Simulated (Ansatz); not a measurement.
CeSiRu in space group P4/nmm (No. 129; Ru on 2a, Ce on 2c, Si on 2c), plane-wave PAW PBE (Ansatz code), all energies at zero smearing, with the estimated change up to a 700 eV cutoff added, with one set of potentials and settings (totals compare only within such a set). Cell of 6 atoms (2 Ru, 2 Ce, 2 Si): -26184.668 eV.

| element | reference phase | E (eV/atom) |
|---|---|---|
| Ru | P6_3/mmc, 2 atoms in the cell | -5878.6876 |
| Ce | Fm-3m, 1 atoms in the cell | -6575.5970 |
| Si | Fd-3m, 2 atoms in the cell | -635.8096 |

Formation energy per atom, worked out: (-26184.668 − 2×(-5878.6876) − 2×(-6575.5970) − 2×(-635.8096))/6 = -0.747 eV/atom (-72 kJ per mol of atoms), at 0 K, without zero-point energy or fitted corrections.

The workflow started from an entry of the Crystallography Open Database (COD). Its standing as an ambient phase is unchecked. The PBE relaxation kept the symmetry of its start; whether a distortion lowers the energy is not shown. Magnetic state: ferromagnetic, the only order run, not a proven ground state. The 4f shell is in the valence, and the state reached may lie above the lowest one. No Hubbard U is applied. The references are the lowest solids computed at this level, not always the standard phases. Spin–orbit coupling is left out wherever it is not named.

Potentials: the later of the program's two PAW sets.
